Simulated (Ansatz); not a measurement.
Trial structures of Zn2CdO3: starts and ends

The calculation used DFT PBE, scalar-relativistic, plane waves, PAW in Ansatz 0.2.0. Settings: cutoff 420 eV, Γ-centred meshes spaced at most about 0.3 Å⁻¹, and about 0.25 Å⁻¹ or finer for metals (2π included), Gaussian smearing. Collinear spin in cells that started with moments and kept them past the coarse steps, no spin elsewhere.

Each guess was relaxed in cell and atoms at zero pressure, within the symmetry of its start. All energies are static (0 K, no zero-point motion). Coordination counts O atoms around Cd and Zn (those within 1.25 times the shortest such distance or 1.15 times the sum of covalent radii, 1.27 where that leaves under three; a plus sign parts nearer from farther groups; the shortest distance is added where it exceeds 1.18 times the sum of covalent radii; a slash parts the counts of unlike sites).

```
guess     made from  start group  V start (Å³/atom)  end group  V end (Å³/atom)    coordination at the end  gap on mesh (eV)  largest moment (μB)  E over the lowest end (meV/atom)
    1   random cell        I-4m2               16.4          ?                ?                          ?                 ?                    ?                                 ?
    2   Na2CO3 type     P6_3/mmc               11.8   P6_3/mmc             15.6  Zn 6/6+6 from 3.1 Å, Cd 3                 0                  0.3                               503
    3  NdB2Rh3 type       P6/mmm               12.8     P6/mmm             12.1     Zn 6, Cd 12 from 3.1 Å                 0                    -                               147
    4   random cell         P4mm               16.5       P4mm             16.3    Zn 4/5, Cd 4 from 2.6 Å                 0                    -                                 0
```

Guess 1 as it starts:

```
Zn Cd O
1.0
    -2.86450    2.86450    3.00627
     2.86450   -2.86450    3.00627
     2.86450    2.86450   -3.00627
Zn Cd O
2 1 3
Direct
  0.98924 0.48924 0.50000
  0.51076 0.01076 0.50000
  0.50000 0.50000 0.00000
  0.00000 0.00000 0.00000
  0.25000 0.75000 0.50000
  0.75000 0.25000 0.50000
```

Question: Predict the end of this guess and its energy over the lowest end.

Answer: It ends in space group I4/mmm (No. 139), with a = 5.303 Å, c = 7.138 Å, 16.7 Å³/atom and no gap, with moments up to 1.0 μB. It lies 0.66 eV/atom over the lowest end, above guess 2 and so the highest of the set. Counting O atoms around Cd and Zn, this end has Zn 2, Cd 8+6 from 3.2 Å and the lowest (guess 4) has Zn 4/5, Cd 4 from 2.6 Å.

```cif
data_structure
_symmetry_space_group_name_H-M 'I4/mmm'
_symmetry_Int_Tables_number 139
_cell_length_a 5.3026
_cell_length_b 5.3026
_cell_length_c 7.1377
_cell_angle_alpha 90.000
_cell_angle_beta 90.000
_cell_angle_gamma 90.000
_cell_volume 200.69
loop_
_atom_site_label
_atom_site_type_symbol
_atom_site_symmetry_multiplicity
_atom_site_Wyckoff_symbol
_atom_site_fract_x
_atom_site_fract_y
_atom_site_fract_z
_atom_site_occupancy
Zn1 Zn 4 c 0.50000 0.00000 0.00000 1
Cd1 Cd 2 b 0.00000 0.00000 0.50000 1
O1 O 2 a 0.00000 0.00000 0.00000 1
O2 O 4 d 0.50000 0.00000 0.25000 1
```

The zero of energy is the elements' standard structures at the same level (O₂ as a molecule); no fitted shifts are applied.

Question: Is the lowest end bound against the elements?

Answer: Yes: its formation energy is −0.78 eV/atom. A negative formation energy is needed for stability but isn't enough: competing phases decide.

Weakly bound directions are ill-defined at this level, which has no dispersion term (P4mm), and this can change margins and order among such cells. A magnetic state wasn't ruled out in cells without spin, among them P4mm. Another magnetic order may lie lower. Cells relaxed within their symmetry can be saddle points. A lower structure may well exist outside this small set. Some structure types and database cells were kept out of the candidates from the start, so a known form may be missing.
